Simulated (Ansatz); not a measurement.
HfN: pressure against volume

HfN, Fm-3m, a = 4.525 Å. Ansatz: r2SCAN, PAW, 500 eV, Γ-centred 16×16×16 mesh on 2 atoms, Gaussian smearing 0.10 eV; no spin polarisation. Symmetry fixes shape and atoms, so the cell is only scaled; pressure is positive in compression.

```tsv
V (Å³/atom)	P (GPa)
10.195	?
10.542	32.41
10.890	19.86
11.238	9.14
11.585	-0.02
11.933	-7.85
12.280	-14.54
12.744	-21.98
```

Question: Take V0 = 11.585 Å³/atom, count pressures from its P0 = -0.02 GPa, fit the third-order Birch–Murnaghan form to the other rows, and predict the missing pressure.

Answer: With the Eulerian strain f = ½[(V0/V)^(2/3) − 1] and y = (P − P0)/[3f(1 + 2f)^(5/2)], the form is the line y = B0 + 1.5 B0 (B0′ − 4) f. Rows (f, y): 0.03246, 284.6; 0.02105, 284.0; 0.01024, 283.4; -0.00977, 280.7; -0.01905, 280.0; -0.03079, 278.7. Means f = 0.0006900, y = 281.90; Σ(Δf)² = 0.003005, ΣΔfΔy = 0.2937; the slope is their ratio. y = 281.8 + 97.72 f GPa, so B0 = 281.8 GPa and B0′ = 4 + 2 × (97.72)/(3 × 281.8) = 4.23. At V = 10.195, f = 0.04447, y = 286.15 and P = 47.22 GPa. The run gave 47.13 GPa, so the fit is 0.09 GPa too high, a small miss on the scale of the series.

The cell has an odd number of electrons and ran without spin polarisation, so a magnetic or disproportionated state may lie lower. Spin–orbit coupling is left out, which can shift energies with elements as heavy as these.